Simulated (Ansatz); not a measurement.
**LaB$_{6}$: pressure against volume**

A database entry relaxed whole under r2SCAN (Pm-3m):

```
CELL_PARAMETERS angstrom
4.15220 0.00000 0.00000
0.00000 4.15220 0.00000
0.00000 0.00000 4.15220
ATOMIC_POSITIONS crystal
La 0.00000 0.00000 0.00000
B 0.20003 0.50000 0.50000
B 0.50000 0.20003 0.50000
B 0.79997 0.50000 0.50000
B 0.50000 0.79997 0.50000
B 0.50000 0.50000 0.20003
B 0.50000 0.50000 0.79997
```

The cell was scaled uniformly, its shape held, and the atoms relaxed at each volume with plane-wave PAW DFT (Ansatz 0.2.0; r2SCAN, 500 eV, 8×8×8 Γ-centred mesh, fermi-dirac occupations of width 0.100 eV; no spin, no spin-orbit coupling). One row is withheld.

| volume (Å³/atom) | energy over the lowest (meV/atom) | pressure (GPa) |
| --- | --- | --- |
| 9.613 | 22.6 | 12.45 |
| 9.818 | 9.7 | 7.90 |
| 10.022 | ? | ? |
| 10.227 | 0.0 | 0.00 |
| 10.431 | 2.3 | -3.43 |
| 10.636 | 8.7 | -6.55 |
| 10.840 | 19.0 | -9.39 |

Task: Fit the pressures of the other rows to the third-order Birch-Murnaghan form.

Result: With f = [(V₀/V)^(2/3) − 1]/2 and P = 3B₀f(1 + 2f)^(5/2)[1 + 3(B₀′ − 4)f/2], least squares gives V₀ = 10.23 Å³ an atom, B₀ = 180 GPa and B₀′ = 3.7; the rows miss the fit by less than 0.01 GPa. The slope of the energies differs from these pressures by less than 0.05 GPa.

Task: What does the withheld row hold?

Result: The fit gives 3.76 GPa at 10.022 Å³; the run gave 3.77 GPa and 2.3 meV an atom.

Caveats: the shape of the cell was held; 0 K, fixed nuclei; the symmetry was kept, and this need not be the phase that is stable at 0 K; one mesh for all volumes; pressure is positive in compression.
